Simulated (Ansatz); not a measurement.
# Property card for CrClO

CrClO:
```
CELL_PARAMETERS angstrom
      3.18320     0.00000     0.00000
      0.00000     3.85109     0.00000
      0.00000     0.00000     7.75714
ATOMIC_POSITIONS crystal
  Cr 0.00000 0.00000 0.10828
  Cr 0.50000 0.50000 0.89172
  Cl 0.00000 0.50000 0.67395
  Cl 0.50000 0.00000 0.32605
  O  0.50000 0.00000 0.94663
  O  0.00000 0.50000 0.05337
```
The run is spin-polarised; directions of the spins, atom by atom: ↑ ↑ 0 0 0 0.

Space group Pmmn (No. 59); conventional cell a = 3.183 Å, b = 3.851 Å, c = 7.757 Å, α = β = γ = 90.00°.

Method: r²SCAN+D4 in the plane-wave PAW code Ansatz. Geometry: relaxed at this level of theory. Other levels are named where they apply.

Cell and energy:

```yaml
volume_per_atom: 15.85 Å³
density: 3.61 g/cm³
Formation energy from the elements (no fitted shifts): -1.99 eV/atom
```

Electronic structure:

```yaml
band_gap: 1.56 eV (indirect)
valence_band_maximum: at Z (k = 0.000, 0.000, 0.500 in fractions of the reciprocal vectors)
conduction_band_minimum: on the Z–U line, 61 % of the way from Z (k = 0.307, 0.000, -0.500 in fractions of the reciprocal vectors) (2 equivalent valleys)
smallest_direct_gap_on_the_standard_path: 1.73 eV
electron_effective_mass: 1.0, 1.4, 4.1 mₑ (principal values)
hole_effective_mass: 0.52, 2.5, 2.7 mₑ (principal values)
```

Magnetism:

```yaml
magnetic_order: ferromagnetic
net_moment: 1.00 μB per atom
```

Charges:

```yaml
bader_charges: Cr +1.78, Cl -0.57, O -1.21 e
```

The first step of the workflow began from a Materials Project structure, measured or hypothetical; the Crystallography Open Database copy checked does not list it. Its standing as an ambient phase is unchecked. The r²SCAN+D4 relaxation kept the symmetry of its start; whether a distortion lowers the energy is not shown. The final state is ferromagnetic, chosen from 4 collinear starts compared on coarse meshes (ties went to the first, and starts can fall back to one state), not a proven ground state. Other orbital occupations within this spin state were not tried. No Hubbard U is applied. The references are the lowest solids computed at this level, not always the standard phases (solids in place of the gases).

Potentials: the later of the program's two PAW sets.
